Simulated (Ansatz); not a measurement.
A relaxed cell of La2HfO2 is given with its symmetry left out. The cell was found from a structure generator's guess, not taken from experiment.

These are results of DFT PBE, scalar-relativistic, plane waves, PAW in Ansatz, not measurements. Cutoff 420 eV, Γ-centred mesh, Gaussian smearing, no spin polarisation.

```cif
data_structure
_symmetry_space_group_name_H-M 'P 1'
_symmetry_Int_Tables_number 1
_cell_length_a 5.5459
_cell_length_b 5.5459
_cell_length_c 4.4058
_cell_angle_alpha 90.000
_cell_angle_beta 90.000
_cell_angle_gamma 120.000
_cell_volume 117.36
loop_
_atom_site_label
_atom_site_type_symbol
_atom_site_fract_x
_atom_site_fract_y
_atom_site_fract_z
_atom_site_occupancy
La1 La 0.33333 0.66667 0.50000 1
La2 La 0.66667 0.33333 0.50000 1
Hf1 Hf 0.00000 0.00000 0.00000 1
O1 O 0.33333 0.66667 0.00000 1
O2 O 0.66667 0.33333 0.00000 1
```

The zero of energy is the elements' standard structures at the same level (O₂ as a molecule); no fitted shifts are applied.

**Question.** Find its symmetry and describe it.

**Answer.** P6/mmm (No. 191). Conventional cell: a = 5.546 Å, c = 4.406 Å. Around La lie 2 O at 2.20 Å, 3 La at 3.20 Å, 6 Hf at 3.89 Å and 6 O at 3.89 Å; around Hf lie 6 O at 3.20 Å and 12 La at 3.89 Å; around O lie 2 La at 2.20 Å, 3 Hf at 3.20 Å and 3 O at 3.20 Å.

**Question.** What is its formation energy per atom?

**Answer.** −0.90 eV/atom.

**Question.** Is it a metal?

**Answer.** Yes, bands cross the Fermi level on the 12×12×8 mesh.

The last run used a 12×12×8 mesh (in the run's order of axes) for its 5-atom cell and Gaussian smearing of 0.10 eV. These runs have no spin–orbit coupling, which can matter for Hf. A structure relaxed within its symmetry needn't be a true minimum. Another cell of La2HfO2 relaxed alike, in Cmmm, lies 1.14 eV/atom lower, so this cell isn't the stable form at this level.
